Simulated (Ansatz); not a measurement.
TiB$_{2}$:
```xyz
3
Lattice="-1.5821 1.5821 2.9811 1.5821 -1.5821 2.9811 1.5821 1.5821 -2.9811" Properties=species:S:1:pos:R:3 pbc="T T T"
Ti     0.0000     0.0000     0.0000
B      0.0000     0.0000     2.1938
B      0.0000     0.0000     3.7685
```

This is the PBEsol-relaxed structure.

Problem. All from plane-wave PAW PBEsol (Ansatz code), unless another level is named. Estimate the electronic character.

Solution. metallic (no gap).

Problem. Predict the density of states at the Fermi level.

Solution. 0.43 states/eV per atom (mean over ±0.08 eV).

Problem. Next, the formation energy from the elements (no fitted shifts)?

Solution. 0.12 eV/atom.

Space group I4/mmm (MoSi2 or CaC2 type). The cell is a constructed one: a structure type filled with these elements; neither database checked (COD, Materials Project) lists it. It is not the phase usual at ambient conditions (space group No. 191). The PBEsol relaxation kept the symmetry of its start; whether a distortion lowers the energy is not shown. No spin polarisation was allowed. The references are the lowest solids computed at this level, not always the standard phases.

Potentials: the earlier of the program's two PAW sets. The files were generated under PBE; for other functionals the program regenerates the frozen cores, and for LDA and PBEsol the local potential too.
